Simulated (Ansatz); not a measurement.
One crystal and one scan (energy over volume and axial ratio) at two levels, r2SCAN (plane waves to 500 eV, PAW, scalar-relativistic; Ansatz, a quantum-chemistry and plane-wave program) and PBEsol (plane waves to 420 eV, PAW, scalar-relativistic; Ansatz), each from its own relaxed cell and on its own mesh. The cell shown is that of r2SCAN.

BaTiO₃ (cubic perovskite)

```
BaTiO3
1.0
    3.99403     0.00000     0.00000
    0.00000     3.99403     0.00000
    0.00000     0.00000     3.99403
Ba Ti O
1 1 3
Direct
  0.00000   0.00000   0.00000
  0.50000   0.50000   0.50000
  0.00000   0.50000   0.50000
  0.50000   0.50000   0.00000
  0.50000   0.00000   0.50000
```

Grid over V/V₀ and (c/a)/(c/a)₀, subscript 0 meaning the relaxed cell; the conventional c axis lies along z; no internal relaxation.

E stands for the smeared free energy. BaTiO3 is run without spin polarisation. BaTiO3 was relaxed with its symmetry unable to fall. This is a high-temperature form of BaTiO3. Percentages come from the unrounded values.

Results of r2SCAN:

```
Quantity                                                     Result
-----------------------------------------------------------  ------
Lattice constant a (Å)                                        3.994
Shear modulus C′ = (C11 − C12)/2 (fit, atoms clamped) (GPa)     101
```

Problem. What does PBEsol give for the same quantities?

Solution. 
```json
[
 {"quantity": "Lattice constant a (Å)", "PBEsol": "3.970", "r2SCAN − PBEsol": "+0.024 (+0.6 %)"},
 {"quantity": "Shear modulus C′ = (C11 − C12)/2 (fit, atoms clamped) (GPa)", "PBEsol": "104", "r2SCAN − PBEsol": "-3 (-3 %)"}
]
```

r2SCAN gives the higher value for: lattice constant a. r2SCAN gives the lower value for: shear modulus C′. Neither level is exact: the differences show how much the result hangs on the functional.

(A scan under strain: stresses follow from slopes of the energy per volume, elastic moduli from its curvatures.)
